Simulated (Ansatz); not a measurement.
MoPt (rock salt, space group No. 225) at seven volumes, r²SCAN (plane waves, PAW; program Ansatz), scaled uniformly. One row is withheld.

```json
[
 {"V (Å³/atom)": "16.146", "P (GPa)": "?"},
 {"V (Å³/atom)": "16.678", "P (GPa)": "15.22"},
 {"V (Å³/atom)": "17.211", "P (GPa)": "6.97"},
 {"V (Å³/atom)": "17.743", "P (GPa)": "0.00"},
 {"V (Å³/atom)": "18.275", "P (GPa)": "-5.88"},
 {"V (Å³/atom)": "18.807", "P (GPa)": "-10.83"},
 {"V (Å³/atom)": "19.340", "P (GPa)": "-15.00"}
]
```

**Question.** Fit the shown pressures and predict the withheld one.

**Answer.** P = (3/2)B₀(x^(7/2) − x^(5/2))[1 + (3/4)(B′ − 4)(x − 1)] with x = (V₀/V)^(2/3). Least squares on the six rows gives V₀ = 17.743 Å³/atom, B₀ = 213 GPa, B′ = 4.67. At V = 16.146, x = 1.0649 and P = 25.06 GPa. The run itself gave 24.98 GPa.

Space group Fm-3m (rock salt). The start of the workflow was typed in or built on a structure type; neither database checked (COD, Materials Project) lists it. Its standing as an ambient phase is unchecked. Symmetry was held in the r²SCAN relaxation; its stability against distortions is not shown here. No spin polarisation was allowed. The volume moved by 16 % from the start of the relaxation. Its formation energy is positive at this level, so the cell may be metastable or incomplete. Spin–orbit coupling is left out wherever it is not named.

Potentials: the earlier of the program's two PAW sets.
